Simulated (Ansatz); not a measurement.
Relaxed candidate structures of ZrN:

A. P4/mmm (No. 123), tP4; a = 3.0268 Å, b = 3.0268 Å, c = 5.9514 Å, α = 90.00°, β = 90.00°, γ = 90.00°; N 2h (0.500, 0.500, 0.126); Zr 2g (0.000, 0.000, 0.256)

B. Pm-3m (No. 221), cP6, AFLOW prototype AB_cP6_221_c_d (as in NbO); a = b = c = 4.4322 Å, α = β = γ = 90.00°; N 3c (0.000, 0.500, 0.500); Zr 3d (0.000, 0.000, 0.500)

C. I4₁md (No. 109), tI8; a = b = 2.969 Å, c = 10.930 Å, α = β = γ = 90.00°; Zr 4a (0.000, 0.000, 0.753); N 4a (0.000, 0.000, 0.163)

D. Pm-3m (No. 221), cP2, CsCl type; a = b = c = 2.8071 Å, α = β = γ = 90.00°; N 1b (0.500, 0.500, 0.500); Zr 1a (0.000, 0.000, 0.000)

Q: Rank these by energy per atom (lowest first), as PBEsol (plane waves to 420 eV, PAW, scalar-relativistic; Ansatz, a program for electronic structure) gives it.

A: C (reference), D (+0.45 eV/atom), B (+0.72 eV/atom), A (+0.92 eV/atom)

The lowest structure calculated, Fm-3m, cF8, rock salt type, is not among these; it lies 0.44 eV/atom below the lowest of them. Each run could gain symmetry but not lose that of its start, so entries can be saddle points. All of these are generated cells (placed on structure types, drawn at random, substituted or restacked) that were not matched to a known phase here. Energies are at zero temperature and pressure, without zero-point motion. The runs use different k-meshes, so differences are rounded accordingly. No spin polarisation in the result.
